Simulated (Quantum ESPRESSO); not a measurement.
## Strain and stress in Ag2CuIn3W2

Calculated results; nothing here was measured. They come from Quantum ESPRESSO 7.5, a public plane-wave density functional program. Each row is one single-point run on a made-up periodic cell of eight metal atoms, with elements, volume, strain and displacements drawn at random and not relaxed, so a cell may be unstable or far from any real phase. There is no spin polarisation or spin-orbit coupling.

Settings: PBE unless stated; PseudoDojo standard norm-conserving files; Fermi-Dirac width 0.25 eV, which means electrons at about 2900 K; cutoff 1252 eV; 8 x 6 x 2 k mesh shifted half a step off Gamma. E is the free energy of the whole cell (internal energy minus TS), so a -TS column is already part of it. Stress is positive in tension, and the pressure P is minus a third of its trace.

Checks: one run of this series was repeated at a higher cutoff and on a denser mesh, which moved values by no more than 0.011 eV, 0.16 GPa and 0.010 eV/Å, and a second program with other atomic files agreed on it to 2 % rms in force and 0.5 GPa in pressure. Known limits: the copper pseudopotential is less sure than most, with forces differing by about three percent and pressure by about two GPa from a second method on plain copper; heavy elements are run without spin-orbit coupling, which real alloys of them have; a spin test at this wide smearing found no moment, but such smearing suppresses magnetism that the real alloy may have.

The lattice is face-centred cubic, and the cell vectors in Å are (-0.004, 2.054, 2.042); (-4.123, 0.020, -0.013); (0.067, -8.189, 8.137), a volume of 137.86 Å³ in run 4. The elements on sites 1 to 8 are Ag Ag In In W W Cu In. Each run adds a shear e (the xy component of the symmetric strain tensor) to one drawn cell, with the atoms carried along. E is counted from run 4.

```
run,e (%),s_xx (GPa),s_yy (GPa),s_zz (GPa),s_xy (GPa),P (GPa),E (meV)
1,-2.37,-12.35,-8.10,-7.99,-3.29,9.48,74.2
2,-1.46,-11.98,-7.72,-8.00,-2.08,9.24,29.1
3,-0.98,-11.85,-7.60,-8.01,-1.45,9.15,13.8
4,-0.17,-11.73,-7.48,-8.03,-0.41,9.08,0.0
5,0.53,?,?,?,?,?,?
6,1.15,-11.79,-7.57,-8.04,1.27,9.14,10.8
7,2.06,-12.03,-7.84,-8.04,2.46,9.30,42.4
```

## Worked fit

A parabola through the runs shown gives s_xy = -0.19 + 1.292 e - 0.005 e² GPa with e in per cent, an error of 0.004 on the linear term and a scatter of 0.02 GPa. The atoms are clamped and the cell is already under stress, so the slope belongs to this path and is not an elastic constant of a real alloy.

## Withheld run

Question: what s_xy should run 5 give?

The fit gives 0.49 ± 0.02 GPa. The calculation gave 0.48 GPa.
